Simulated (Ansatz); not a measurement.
According to plane-wave PAW PBEsol (Ansatz code), FeBiO$_{3}$ in the trigonal phase (R-3; Bi on 6c, Fe on 3a, Fe on 3b, O on 18f) relaxes to a = 5.569 Å, c = 13.409 Å. Fe on 3a has 6 nearest neighbours from 2.02 Å (octahedral); Fe on 3b has 6 nearest neighbours from 2.00 Å (octahedral). Against the elements it lies at -1.18 eV/atom, with no fitted shifts.

The Kohn–Sham gap is 0.18 eV (indirect). The valence maximum lies at L and the conduction minimum at T. Electrons at the band edge weigh 1.1 mₑ (isotropic). The magnetic state found is antiferromagnetic.

The bulk modulus is 109 GPa. Perturbation theory gives ε∞ = 15.3 (xx = yy), 13.5 (zz). Born charges are Bi +4.85, Fe +5.08 to +5.52, O -3.38 e.

The start of the workflow was typed in or built on a structure type; neither database checked (COD, Materials Project) lists it. It is not the phase usual at ambient conditions (space group No. 161). The cell was relaxed with PBEsol under the symmetry of its start, as lowered by the spin order; whether a distortion lowers the energy is not shown. Magnetic state: antiferromagnetic, chosen from 5 collinear starts compared on coarse meshes (ties went to the first, and starts can fall back to one state), not a proven ground state. No Hubbard U is applied. The references are the lowest solids computed at this level, not always the standard phases (solids in place of the gases). Scalar-relativistic: spin–orbit coupling is off unless named, which matters more the heavier the elements.

Potentials: the earlier of the program's two PAW sets. The files were generated under PBE; for other functionals the program regenerates the frozen cores, and for LDA and PBEsol the local potential too.
